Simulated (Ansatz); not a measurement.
# Phonons of SrTl (Pm-3m)

```
CELL_PARAMETERS angstrom
4.01948 0.00000 0.00000
0.00000 4.01948 0.00000
0.00000 0.00000 4.01948
ATOMIC_POSITIONS crystal
Sr 0.00000 0.00000 0.00000
Tl 0.50000 0.50000 0.50000
```

Conventional cell: a = 4.019 Å, b = 4.019 Å, c = 4.019 Å, α = 90.00°, β = 90.00°, γ = 90.00°. Sr (atom 1) is surrounded by 8 Tl at 3.48 Å. Around Tl (atom 2) lie 8 Sr at 3.48 Å.

Level of theory, where no other is named: PBEsol, all-electron LAPW in Ansatz 0.2.0, scalar-relativistic. k mesh 8×8×8, Fermi-Dirac smearing of 0.100 eV, basis error target 1 meV/atom. The cell was relaxed by PAW under this functional.

Atoms are displaced by 0.01 Å in the smallest supercells that hold the wave vectors of a 2×2×2 mesh. Negative values stand for unstable modes.

Q: What are the phonon energies at the solved wave vectors, in cm⁻¹?

A: 

| q | point | modes (cm⁻¹) |
| --- | --- | --- |
| 0.000 0.000 0.000 | Gamma | 93.6 (×3) |
| 0.500 0.000 0.000 | X | 40.1, 53.1 (×2), 81.6 (×2), 109.7 |
| 0.500 0.500 0.000 | M | 13.1 (×2), 54.2, 67.5, 118.2 (×2) |
| 0.500 0.500 0.500 | R | 35.2 (×3), 107.5 (×3) |

Q: Is the structure dynamically stable at these wave vectors?

A: Yes, no mode is unstable there, though one zone-boundary mode is very soft; wave vectors off this mesh aren't tested.

Q: How do the optical zone-centre modes decompose, and which are active?

A: Point group m-3m: Γ_opt = T1u.

```tsv
label	cm⁻¹	activity	mostly
T1u	93.6	IR	Sr (70 %)
```

In a metal the activity is that of symmetry alone; free carriers screen the infrared modes.

Q: How well do frozen-core PAW files reproduce these all-electron values?

A: With a cutoff of 420 eV and displacements of 0.0025 Å, the r.m.s. difference over the modes is 0.0 cm⁻¹; the largest difference is 13.2 (PAW) against 13.1 cm⁻¹ (LAPW).

Q: The cell is scaled evenly to 63.966 and 65.914 Å³ (from 64.940), with free atoms relaxed and the shape held. What are the mode Grüneisen parameters γ = −d ln ω/d ln V?

A: For the highest mode, 121.1 cm⁻¹ in the small cell and 115.4 in the large one give γ ≈ 1.61. From the change of the dynamical matrix on each mode:

| point | cm⁻¹ | γ |
| --- | --- | --- |
| Gamma | 93.6 | 1.78 |
| X | 40.1 | 2.52 |
| X | 53.1 | 1.65 |
| X | 81.6 | 1.89 |
| X | 109.7 | 1.67 |
| M | 54.2 | 1.57 |
| M | 67.5 | 1.81 |
| M | 118.2 | 1.61 |
| R | 35.2 | 3.40 |
| R | 107.5 | 1.57 |

Weighted by the modes' heat capacities at 300 K, the mean on this mesh is 0.79; it moves with the q mesh, and a coarse one overweights the zone boundary.

Keep in mind: responses of metals move with mesh and smearing; no spin-orbit coupling on heavy atoms; a very soft zone-boundary mode, near an instability or sensitive to the mesh; the frozen-core PAW files of the compared runs were fitted under PBE, their cores solved anew for this functional.
